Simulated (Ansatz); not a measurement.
**Stability checks on a candidate for Cu2Ni**

It was reached by relaxing an invented guess, and it needn't be the stable form of this composition.

Method: DFT PBE, scalar-relativistic, plane waves, PAW in Ansatz 0.2.0. Settings of the last relaxation (3-atom cell): 420 eV, 20×20×20 k points, Gaussian smearing of 0.10 eV, collinear spin.

```cif
data_structure
_symmetry_space_group_name_H-M 'I4/mmm'
_symmetry_Int_Tables_number 139
_cell_length_a 2.5368
_cell_length_b 2.5368
_cell_length_c 10.7417
_cell_angle_alpha 90.000
_cell_angle_beta 90.000
_cell_angle_gamma 90.000
_cell_volume 69.13
loop_
_atom_site_label
_atom_site_type_symbol
_atom_site_symmetry_multiplicity
_atom_site_Wyckoff_symbol
_atom_site_fract_x
_atom_site_fract_y
_atom_site_fract_z
_atom_site_occupancy
Cu1 Cu 4 e 0.00000 0.00000 0.16439 1
Ni1 Ni 2 b 0.50000 0.50000 0.00000 1
```

The zero of energy is the elements' standard structures at the same level; no fitted shifts are applied.

**Question.** These tests were run: energy against the elements; phonons at Γ; elastic tensor. What do they show?

**Answer.**

```csv
test,result
energy against the elements,+0.02 eV/atom
phonons at Γ,lowest optical mode 153 cm⁻¹
elastic tensor,least eigenvalue 58 GPa
```

It fails none of these tests outright. Other phases of the system weren't compared here, so this isn't yet thermodynamic stability. Phonons away from Γ weren't computed. Undecided within the accuracy: energy against the elements.

For metals, differences of a few meV/atom aren't resolved. The run for the phonons used a 20×20×20 k mesh and Fermi–Dirac smearing of 0.15 eV. The run for the elastic tensor used a 20×20×20 k mesh and Fermi–Dirac smearing of 0.15 eV.
